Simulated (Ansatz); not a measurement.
Zr2SiN:
Space group P6₃/mmc (No. 194); a = 3.2221 Å, b = 3.2221 Å, c = 13.4368 Å, α = 90.00°, β = 90.00°, γ = 120.00°

```
atom  site  symmetry       x       y       z
----  ----  --------  ------  ------  ------
Zr      4f       3m.  0.3333  0.6667  0.0949
Si      2d      -6m2  0.6667  0.3333  0.2500
N       2a      -3m.  0.0000  0.0000  0.0000
```

Relaxed with PBEsol.

### Question
Decompose the optical modes at the zone centre into irreducible representations, and say which are infrared and Raman allowed.

### Answer
Point group 6/mmm: Γ_opt = A1g + 2A2u + 2B1g + 2B2u + E1g + 2E1u + 2E2g + 2E2u. Infrared: A2u, E1u. Raman: A1g, E1g, E2g.

### Question
Assign frequencies (DFPT, the program Ansatz at the PBEsol level (PAW)).

### Answer
E2u 90, E2g 133, B2u 134, E1g 164, E1u 191, E2g 194, B1g 204, A1g 251, B1g 388, A2u 389, A2u 500, B2u 503, E2u 522, E1u 527 cm⁻¹.

Subscripts of B labels follow the axes of the standard setting.

Space group P6_3/mmc. The start of the workflow was typed in or built on a structure type; neither database checked (COD, Materials Project) lists it. Its standing as an ambient phase is unchecked. Symmetry was held in the PBEsol relaxation; whether a distortion lowers the energy is not shown. No spin polarisation was allowed. As this level gives no gap, phonon frequencies hold no LO–TO term and depend on the k-mesh and smearing (Fermi–Dirac, 0.1 eV here).

Potentials: the earlier of the program's two PAW sets. The files were generated under PBE; for other functionals the program regenerates the frozen cores, and for LDA and PBEsol the local potential too.
